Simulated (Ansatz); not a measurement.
GaS:
```
GaS
1.0
    1.77324     1.02378     7.57717
   -1.77324     1.02378     7.57717
    0.00000    -2.04756     7.57717
Ga S
2 2
Direct
  0.94709   0.94709   0.94709
  0.05291   0.05291   0.05291
  0.23317   0.23317   0.23317
  0.76683   0.76683   0.76683
```

Relaxed with LDA. Special points in fractions of this cell's reciprocal vectors: Γ (0.000, 0.000, 0.000); T (0.500, 0.500, 0.500); H2 (0.821, 0.179, 0.500); H0 (0.500, -0.179, 0.179); L (0.500, 0.000, 0.000); S0 (0.339, -0.339, 0.000); S2 (0.661, 0.000, 0.339); F (0.500, 0.000, 0.500).

Problem. List the band energies nearest the valence-band maximum at these points for plane-wave PAW LDA with spin–orbit coupling (Ansatz code).

Solution. In eV from the valence-band maximum; about four levels below and three above (degenerate sets whole), none deeper than 8.9 eV; points with the same levels are listed once.

| k | below | above |
|---|---|---|
| Γ | -1.64 -1.64 -1.58 -1.58 | 2.15 2.15 2.96 2.96 |
| T | -1.50 -1.50 0.00 0.00 | 1.50 1.50 2.70 2.70 |
| H2 | -2.89 -2.89 -2.26 -2.26 | 2.16 2.16 2.79 2.79 |
| L | -2.96 -2.96 -1.57 -1.57 | 1.46 1.46 2.36 2.36 |
| S0 | -2.89 -2.89 -2.20 -2.20 | 2.25 2.25 2.63 2.63 |
| F | -2.75 -2.75 -2.10 -2.10 | 1.40 1.40 2.35 2.35 |

Space group R-3m. The first step of the workflow began from a Materials Project structure, measured or hypothetical; the Crystallography Open Database copy checked does not list it. COD files the formula under space group No. 194. Whether it is the stable phase at ambient conditions was not checked. The LDA relaxation kept the symmetry of its start; whether a distortion lowers the energy is not shown. A crystal of weakly bound layers computed without a dispersion correction: the cell and the soft elastic constants depend strongly on that.

Potentials: the later of the program's two PAW sets.
